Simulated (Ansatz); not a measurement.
# Run on Eu3Ag (Pm-3m) — free moments

Method: DFT, LDA, all-electron LAPW, scalar-relativistic (Ansatz).

Command: `ansatz run input.yaml --threads 2 --pin off --max-ram 6144MiB --backend cpu --events-out ev --progress --plain --runs-dir out`

```yaml
crystal:
  lattice:
    - [5.103738, 0.0, 0.0]
    - [0.0, 5.103738, 0.0]
    - [0.0, 0.0, 5.103738]
  atoms:
    - { symbol: Eu, position: [0.0, 0.5, 0.5], spin: 7.0 }
    - { symbol: Eu, position: [0.5, 0.0, 0.5], spin: 7.0 }
    - { symbol: Eu, position: [0.5, 0.5, 0.0], spin: 7.0 }
    - { symbol: Ag, position: [0.0, 0.0, 0.0] }
magnetization:
  spin_polarized: true
kpoints:
  mp_grid: { grid: [6, 6, 6] }
scf:
  occupations: { method: fermi_dirac, width: 0.08 }
hamiltonian:
  xc: lda
  pseudopotentials: { kind: all_electron, lapw: { basis_error: 0.001 } }
output:
  forces: true
  stress: true
  eigenvalues: false
  populations: true
```

Output:

```
settings of this run that can trade accuracy for cost: output.eigenvalues: false. Do not mix this run's numbers with those of runs without the same settings; the input reference describes each key
Eu: projections on atomic orbitals take those of the free atom 1s2 2s2 2p6 3s2 3p6 3d10 4s2 4p6 4d10 4f7 5s2 5p6 5d0 6s2, of charge +0.00 (hamiltonian.pseudopotentials.projection_atoms)
Ag: projections on atomic orbitals take those of the free atom 1s2 2s2 2p6 3s2 3p6 3d10 4s2 4p6 4d10 5s1, of charge +0.00 (hamiltonian.pseudopotentials.projection_atoms)
LAPW: plane waves up to 7.170 Å⁻¹, error target 1.0e-3 eV per atom; small_component_spin mean_spin; Ag in spheres of 1.804 Å, 19 of its electrons in bands, Dirac shells []; Eu in spheres of 1.804 Å, 27 of its electrons in bands, Dirac shells [] (how accurate: hamiltonian.pseudopotentials.lapw.basis_error, Limitations)
Engine: ansatz 0.2.0
Pseudopotentials: kind: all_electron
Pseudopotential: Eu, LAPW, valence charge 27, lapw/all_electron/scalar/gaussian/Eu, Koelling and Harmon's equation, gaussian nucleus
Pseudopotential: Ag, LAPW, valence charge 19, lapw/all_electron/scalar/gaussian/Ag, Koelling and Harmon's equation, gaussian nucleus
Functional definition: SPW92
  exchange = slater_x
  correlation = pw_c
Crystal: 4 atoms, lattice volume = 132.943 Å³
Basis set: ecut = 195.83995902886215 eV, 799 PW (Γ), exchange–correlation at level 2
Bands: 73, of which v1, the nominal top of the filled ones, is band 50 counted from 1 (49 counted from 0)
Symmetry: 48 space group operations
Space group: Pm-3m (ITA 221), of the structure as read, at distance tolerance 5.1e-5 Å
Magnetic group: BNS 221.92 (UNI 1594), of the structure as read, at distance tolerance 5.1e-5 Å
k-points: 20 of 216
Non-local potential: Eu, projectors of the file, none
Non-local potential: Ag, projectors of the file, none
Initial density: superposition of atomic densities (chi_scale 0.1, normalization cell)
Starting moments: Σ|m| = 21 μB on 3 of 4 sites
Initial wavefunctions: plane waves of lowest kinetic energy (no species holds an atomic orbital)
Functional: x = slater, c = lda
iter 1 solved again at ethr=4.05e-4 eV; its pass at ethr=1.00e-1 eV (dr2=4.05e-1 eV) is discarded
SCF iter   1: F=—  HF=-1029136.134435 eV  |F-HF|=—  |Δ(HF+E_count)|=         —  Δρ=6.18e-3 (↑6.18e-3 ↓5.11e-3)  dr2=4.06e-1  dr2_m=1.23e-2  M=21.770 μB ∫|m|=21.772 μB  β_m=0.30  ethr=4.05e-4  ⟨swp⟩=2.2  Hψ=18410  notcnv=0
Mixer restart at iter 1: flushing history
[...]
the basis was enlarged: its passes take 1.6 MiB over the memory plan, 2 of 2 planned eigensolver slots
[...]
SCF iter  11: F=—  HF=-1029136.014910 eV  |F-HF|=—  |Δ(HF+E_count)|=   1.77e-6  Δρ=3.58e-6 (↑3.58e-6 ↓2.18e-6)  dr2=6.12e-8  dr2_m=2.14e-9  M=22.318 μB ∫|m|=22.319 μB  β_m=0.99  ethr=4.48e-10  ⟨swp⟩=2.5  Hψ=8661  notcnv=0
SCF iter  12: F=—  HF=-1029136.014910 eV  |F-HF|=—  |Δ(HF+E_count)|=   6.07e-7  Δρ=1.07e-6 (↑1.07e-6 ↓5.50e-7)  dr2=6.74e-9  dr2_m=2.07e-10  M=22.318 μB ∫|m|=22.319 μB  β_m=0.99  ethr=6.12e-11  ⟨swp⟩=2.8  Hψ=8820  notcnv=0
[...]
E sigma→0 (E₀):  -1029135.955914 eV
Entropy (-TS):   -0.117992 eV (-29.498 meV/atom)
Fermi energy:    12.507041 eV
--- Per-component energies (eV) ---
  E_band       = -3806.794265
  E_kinetic    = 1109812.146394
  E_xc         = -23186.902551
  E_electrostatic = -2115761.140761  (all electrons and nuclei)
  E_smearing   = -0.117992  (= −TS)
  E_closure    = 0.000000  (closes the sum)
  E_atoms      = -1029100.886396  (free atoms, spherical and without spin; not in F)
  Σ components = -1029136.014910   (vs F -1029136.014910, Δ=0.00e0)
  Basis errors (estimates in eV, not in F): energy 6.8e-5 per atom: plane waves 2.8e-5 (1.4e-5 summed), levels above the bands 2.0e-23, relativity 7.0e-8, radial functions 3.9e-5, core shells 5.3e-7; eigenvalues (radial functions only) 1.9e-6; not estimated: angular momenta, meshes, grids; target (lapw.basis_error) 1.0e-3; muffin-tin radii Ag 1.804 Å, Eu 1.804 Å
--- Forces (eV/Å), atoms counted from 1 ---
  atom   1  Eu    -0.00000000     0.00000000    -0.00000000
  atom   2  Eu    -0.00000000     0.00000000    -0.00000000
  atom   3  Eu    -0.00000000     0.00000000    -0.00000000
  atom   4  Ag     0.00000000     0.00000000     0.00000000
  max |Σ_I F_I| component: 5.82e-30 eV/Å
--- Stress (GPa, compression-positive) ---
       -3.936254      -0.000000       0.000000
       -0.000000      -3.936254       0.000000
        0.000000       0.000000      -3.936254
  P = ⅓ Tr σ = -3.9363 GPa (-39.363 kbar)
--- Löwdin populations: 4 sites ---
  site symbol       q [e]    m [muB]
     0     Eu     63.0847     7.4328
     1     Eu     63.0847     7.4328
     2     Eu     63.0847     7.4328
     3     Ag     46.6181    -0.0180
  spilling = 0.000541 (of n_electrons = 236.000000)
settings of this run that can trade accuracy for cost: output.eigenvalues: false. Do not mix this run's numbers with those of runs without the same settings; the input reference describes each key
```

populations.tsv:

```
# site	symbol	l	j	q_up	q_dn
# orbitals = lowdin
# n_electrons = 236.000000
# spilling = 0.000541
# projection_atom_Eu: 1s2 2s2 2p6 3s2 3p6 3d10 4s2 4p6 4d10 4f7 5s2 5p6 5d0 6s2
# projection_atom_Ag: 1s2 2s2 2p6 3s2 3p6 3d10 4s2 4p6 4d10 5s1
0	Eu	0_1S	-	0.999999	0.999999
0	Eu	0_2S	-	0.999983	0.999982
0	Eu	0_3S	-	0.999790	0.999772
0	Eu	0_4S	-	0.997764	0.997585
0	Eu	0_5S	-	0.963647	0.963825
0	Eu	0_6S	-	0.375592	0.328965
0	Eu	1_2P	-	3.000000	3.000000
0	Eu	1_3P	-	2.999991	2.999995
0	Eu	1_4P	-	2.999834	2.999779
0	Eu	1_5P	-	2.975411	2.955132
0	Eu	2_3D	-	4.999993	4.999999
0	Eu	2_4D	-	4.999940	4.999937
0	Eu	2_5D	-	1.127062	0.573925
0	Eu	3_4F	-	6.819746	0.007065
1	Eu	0_1S	-	0.999999	0.999999
1	Eu	0_2S	-	0.999983	0.999982
1	Eu	0_3S	-	0.999790	0.999772
1	Eu	0_4S	-	0.997764	0.997585
1	Eu	0_5S	-	0.963647	0.963825
1	Eu	0_6S	-	0.375592	0.328965
1	Eu	1_2P	-	3.000000	3.000000
1	Eu	1_3P	-	2.999991	2.999995
1	Eu	1_4P	-	2.999834	2.999779
1	Eu	1_5P	-	2.975411	2.955132
1	Eu	2_3D	-	4.999993	4.999999
1	Eu	2_4D	-	4.999940	4.999937
1	Eu	2_5D	-	1.127062	0.573925
1	Eu	3_4F	-	6.819746	0.007065
2	Eu	0_1S	-	0.999999	0.999999
2	Eu	0_2S	-	0.999983	0.999982
2	Eu	0_3S	-	0.999790	0.999772
2	Eu	0_4S	-	0.997764	0.997585
2	Eu	0_5S	-	0.963647	0.963825
2	Eu	0_6S	-	0.375592	0.328965
2	Eu	1_2P	-	3.000000	3.000000
2	Eu	1_3P	-	2.999991	2.999995
2	Eu	1_4P	-	2.999834	2.999779
2	Eu	1_5P	-	2.975411	2.955132
2	Eu	2_3D	-	4.999993	4.999999
[...]
```

Site moments (μB): Eu1 7.21, Eu2 7.21, Eu3 7.21, Ag4 0.14. Cell moment 22.32 μB.

The magnetic group in the log treats spin as a scalar label, without spin–orbit coupling.

Without U a semilocal functional puts the f levels too near the Fermi level, which can change moments and the order of magnetic states; site and cell moments are spin moments. Spin–orbit coupling is left out although heavy atoms are present. With open f shells a run can end in a state that isn't the lowest. None of this fixes the real material's magnetic order: only patterns that fit the cell were computed, at zero temperature, with a functional that can overstate moments.

It took 54 s on 2 threads of Arm Neoverse V1, on a shared host, peak memory 0.74 GiB.
